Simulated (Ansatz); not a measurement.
Polymorphs of P$_{2}$W, each relaxed with r²SCAN in the plane-wave PAW code Ansatz:

A: C2/m
a = 8.483 Å, b = 3.191 Å, c = 7.472 Å, α = 90.00°, β = 119.27°, γ = 90.00°

```csv
atom,site,symmetry,x,y,z
P,4i,m,0.1385,0.0000,0.0252
P,4i,m,0.3999,0.0000,0.5990
W,4i,m,0.1580,0.0000,0.7066
```

B: Cmc2_1
a = 3.182 Å, b = 11.173 Å, c = 4.991 Å, α = 90.00°, β = 90.00°, γ = 90.00°

```csv
atom,site,symmetry,x,y,z
P,4a,m..,0.0000,0.0691,0.8826
P,4a,m..,0.0000,0.2006,0.1995
W,4a,m..,0.0000,0.4066,0.0009
```

Problem. Order them by energy per atom at 0 K (lowest first) at the level r²SCAN.

Solution. B (+0 meV/atom), A (+21 meV/atom)

Standing as an ambient phase not checked: A; B. All cells were relaxed under the symmetry of their starts (and spin orders); stability against distortions was not tested throughout. Rows with no word on spin ran without spin polarisation. Scalar-relativistic: spin–orbit coupling is off unless named, which matters more the heavier the elements.

Energies hold the estimated change up to a 700 eV cutoff; steps of a few meV lie near the error of the meshes.

Potentials: the later of the program's two PAW sets.
